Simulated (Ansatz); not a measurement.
**Al6CoRu5: zone-centre modes**

Method: DFT PBE, scalar-relativistic, plane waves, PAW in Ansatz. Cutoff 420 eV, 12×12×2 k-points (Γ-centred), Fermi-Dirac smearing of 0.15 eV. No spin polarisation. Phonons by linear response, acoustic sum rule imposed.

Relaxed structure:
```
Al Co Ru
1.0
     2.98894    0.00000    0.00000
     0.00000    2.98894    0.00000
     0.00000    0.00000   17.85604
Al Co Ru
6 1 5
Direct
  0.00000 0.00000 0.92105
  0.00000 0.00000 0.07895
  0.00000 0.00000 0.24640
  0.00000 0.00000 0.41542
  0.00000 0.00000 0.58458
  0.00000 0.00000 0.75360
  0.50000 0.50000 0.00000
  0.50000 0.50000 0.16113
  0.50000 0.50000 0.33094
  0.50000 0.50000 0.50000
  0.50000 0.50000 0.66906
  0.50000 0.50000 0.83887
```

It was reached by relaxing an invented guess, and it needn't be the stable form of this composition. In a metal, frequencies depend on the k mesh and the smearing, soft modes most.

Optical modes at Γ:
```tsv
frequency (THz)	degeneracy
2.13	2
2.27	2
3.26	1
3.44	1
3.87	2
4.16	2
4.87	2
5.37	1
5.71	1
6.58	1
8.40	2
8.63	2
8.71	2
8.97	2
9.07	2
9.14	1
9.23	2
9.37	1
9.43	1
9.68	1
9.79	1
10.80	1
```

All 33 optical modes at Γ are real: no displacement of atoms at fixed cell lowers the energy to second order. Strains and modes at other wave vectors aren't tested by this run.
